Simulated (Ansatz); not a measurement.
An Ansatz (an electronic-structure program) run. Input:

Ansatz 0.2 input:
```yaml
crystal:
  lattice:
    - [1.8676139553, 1.0782674198, 9.3857313294]
    - [-1.8676139553, 1.0782674198, 9.3857313294]
    - [0.0, -2.1565348397, 9.3857313294]
  atoms:
    - { symbol: Cl, position: [0.3876865254, 0.3876865254, 0.3876865254] }
    - { symbol: Cl, position: [0.6123134746, 0.6123134746, 0.6123134746] }
    - { symbol: Y, position: [0.2173141498, 0.2173141498, 0.2173141498] }
    - { symbol: Y, position: [0.7826858502, 0.7826858502, 0.7826858502] }
kpoints:
  mp_grid: { grid: [13, 13, 13] }
hamiltonian:
  xc: r2scan
  dispersion: d4
  pseudopotentials: { kind: paw }
scf:
  occupations: { method: gaussian, width: 0.05 }
checkpoint: { read: metal.run }
output: { bader: true, populations: true }
```

Output (shortened):

```
basis.fft_grid_basis auto: the FFT boxes are laid along the combinations [[1, 0, -1], [0, 1, -1], [0, 0, 1]] of the cell's own vectors, 3.735, 3.735 and 9.630 …
Pseudopotential: Cl, paw, valence charge 7
Pseudopotential: Y, paw, valence charge 11
Functional definition: r2SCAN
Crystal: 4 atoms, lattice volume = 113.405 Å³
Basis set: ecut = 500 eV, 2849 PW (Γ), FFT grids on a1−a3, a2−a3, a3, exchange–correlation on 120×120×288 points (64 copies of the dense FFT grid, shifted against one another)
Bands: 26, of which v1, the nominal top of the filled ones, is band 18 counted from 1 (17 counted from 0)
Symmetry: 12 space group operations
Space group: R-3m (ITA 166), of the structure as read, at distance tolerance 4.8e-5 Å
k-points: 231 of 2197
Stability of the state it starts from, as read at its close in the unpolarized treatment …
iter 1 solved again at ethr=2.59e-7 eV; its pass at ethr=3.10e-3 eV (dr2=9.31e-5 eV) is discarded
SCF iter   1: F=—  HF=-9893.603884 eV  |F-HF|=—  |Δ(HF+E_count)|=         —  Δρ=4.67e-7  dr2=4.53e-10  dr2_τ=5.12e-11  ethr=2.59e-7  ⟨swp⟩=3.7  Hψ=42807  notcnv=0
preconditioner: auto → LDOS
SCF iter   2: F=-9893.603884 eV  HF=-9893.603884 eV  |F-HF|=4.75e-10  |Δ(HF+E_count)|=   1.73e-7  Δρ=5.44e-7  dr2=6.99e-10  dr2_τ=5.94e-11  ethr=1.26e-12  ⟨swp⟩=7.1  Hψ=23953  notcnv=0
SCF 1 converged in 2 iterations: F = -9893.603884 eV  dr2 = 6.99e-10
SCF converged after 2 iterations
Free energy (F): -9893.603884 eV
Harris-Foulkes:  -9893.603884 eV  (|F-HF|=4.75e-10)
Internal energy: -9893.585582 eV  (E = F + TS)
E sigma→0 (E₀):  -9893.594733 eV
Entropy (-TS):   -0.018302 eV (-4.576 meV/atom)
Fermi energy:    7.371607 eV
--- Per-component energies (eV) ---
  E_band       = -331.787418
  E_kinetic    = 930.707346
  E_local      = -1930.901600  (includes V_loc(G=0)·N_el)
  E_nonlocal   = 155.507873
  E_hartree    = 638.780782
  E_xc         = -544.490013
  E_vxc        = -713.321652  (∫ρ·V_xc dr)
  E_paw        = -7016.143735  (= ΣΔE_a)
  E_vpaw       = -89.465851  (= ΣTr[D̂ρ^β])
  E_aug_tail   = 0.000081  (compensation charges beyond the density's cutoff)
  E_vtau       = 38.125443  (kinetic-family band-sum trace: ∫τ·v_τ [+ j·A + Jᵃ·Aᵃ] dr)
  E_ewald      = -2126.154916
  E_disp       = -0.310678  (pairwise vdW)
  E_core_change = -0.580721  (= ΣΔE_core)
  E_smearing   = -0.018302  (= −TS)
  E_closure    =  0.000000  (closes the sum)
  Σ components = -9893.603884   (vs F -9893.603884, Δ=0.00e0)
  [band-id]    e_kinetic+e_local+e_nonlocal+2·e_hartree+e_vxc+e_vpaw+e_augmentation_tail+e_vtau = -331.786796   (vs E_band -331.787418, Δ=6.22e-4)
--- Band table (eV; the first three rows and the last of 231) ---
  k-point 0: bands = ["-37.0898", "-37.0557", "-16.5890", "-16.3239", "-16.2845", "-16.2845", "-16.2412", "-16.2412", "-10.1058", "-9.9165", "1.1685", "2.1676", "2.8664", "2.8664", "2.9707", "2.9707", "5.0541", "7.3458", "9.3642", "9.3642", "9.3899", …
  k-point 1: bands = ["-37.0877", "-37.0545", "-16.5803", "-16.3486", "-16.2898", "-16.2789", "-16.2618", "-16.2444", "-10.0880", "-9.9054", "1.2232", "2.1929", "2.7562", "2.8226", "2.8445", "2.9566", "5.1601", "7.3329", "9.1475", "9.4067", "9.4371", …
  k-point 2: bands = ["-37.0820", "-37.0513", "-16.5562", "-16.4051", "-16.3245", "-16.3044", "-16.2687", "-16.2537", "-10.0390", "-9.8752", "1.3676", "2.2379", "2.4627", "2.5090", "2.7862", "2.9145", "5.3952", "7.3059", "8.6859", "9.4615", "9.5353", …
  k-point 230: bands = ["-37.0877", "-37.0545", "-16.5793", "-16.3494", "-16.2898", "-16.2792", "-16.2618", "-16.2444", "-10.0715", "-9.9224", "1.3767", "1.9283", "2.7664", "2.8416", "2.8647", "2.9355", "5.4237", "7.1300", "9.1147", "9.3769", "9.4028", …
--- Löwdin populations: 4 sites ---
  site symbol       q [e]
     0     Cl      7.2918
     1     Cl      7.2918
     2      Y     10.5741
     3      Y     10.5741
  spilling = 0.007450 (of n_electrons = 36.000000)
--- Bader charges: 4 sites ---
  site symbol  charge [e]  shift [e] shared [e]
     0     Cl     -0.8082     0.0000    -0.8155
     1     Cl     -0.8082     0.0000    -0.8155
     2      Y      1.2214     0.0000     0.8155
     3      Y      1.2214     0.0000     0.8155
  maxima off the nuclei: 2, with 0.8264 electrons
  on the straight line to a nucleus their density falls by 1.3e-2 of itself; PAW files or a low cutoff
  can make one that falls by little (a run on other files and one at a higher cutoff tell): if they did, read the shared
  charge, to which what the maxima have on the atom's side is counted
  shift: an alarm, by how much a part of what the PAW files miss would move the charge. Where it is large, compare
  with a run on PAW files of another source; a small one proves nothing
  estimated error of the sums over rays = 6.4e-4 e
```

Cost: around 110 core-seconds (rough) on shared cores.

The workflow started from an entry of the Crystallography Open Database (COD). Whether it is the stable phase at ambient conditions was not checked. Symmetry was held in the r²SCAN+D4 relaxation; whether a distortion lowers the energy is not shown. No spin polarisation was allowed. Scalar-relativistic: spin–orbit coupling is off unless named, which matters more the heavier the elements.

Potentials: the later of the program's two PAW sets.

Ansatz is a plane-wave DFT program.
